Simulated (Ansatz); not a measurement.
## TiRe: energy along a strain

TiRe, Pm-3m, a = 3.118 Å (as given, not relaxed at this level: -3.2 GPa). The structure is a COD entry; whether it is the stable form wasn't checked. Ansatz: r2SCAN, PAW, 500 eV, Γ-centred 16×16×16 mesh on 2 atoms, Gaussian smearing 0.15 eV; no spin polarisation. Cell vectors (Å): 3.118 0.000 0.000; 0.000 3.118 0.000; 0.000 0.000 3.118. The cell is strained by x per cent times the pattern (1 1 0 0 0 0) in the order xx yy zz yz xz xy (engineering shears), with fractional coordinates held. y is the free energy over the start, V0 = 15.156 Å³/atom.

```tsv
x (%)	y (meV/atom)
-4.00	?
-3.00	29.32
-2.00	8.34
0.00	0.00
1.00	10.87
3.00	58.72
4.00	94.32
```

Task: Fit y = c1 x + c2 x² + c3 x³ to the other rows, get the stiffness along the pattern, and predict the missing energy.

Result: Least squares on the rows shown. y = 6.0957 x + 4.8925 x² − 0.13088 x³. The clamped-ion stiffness p·C·p = 2 × 48.92 eV × 160.2 / 15.156 Å³ = 1034 GPa (second derivative at the start, which stands under stress). At x = -4.00 the fit asked for gives 62.27 meV/atom. The run gave 62.80 meV/atom, so the fit is 0.53 meV/atom too low, 0.56 % of the span of the series, against an rms of 0.05 meV/atom on the fitted rows. The row lies outside the fitted range. With a term in x⁴ added, a fit to the same known rows predicts 62.80 meV/atom, so most of the miss is curvature that the known rows already hold.

Spin–orbit coupling is left out, which can shift energies with elements as heavy as these.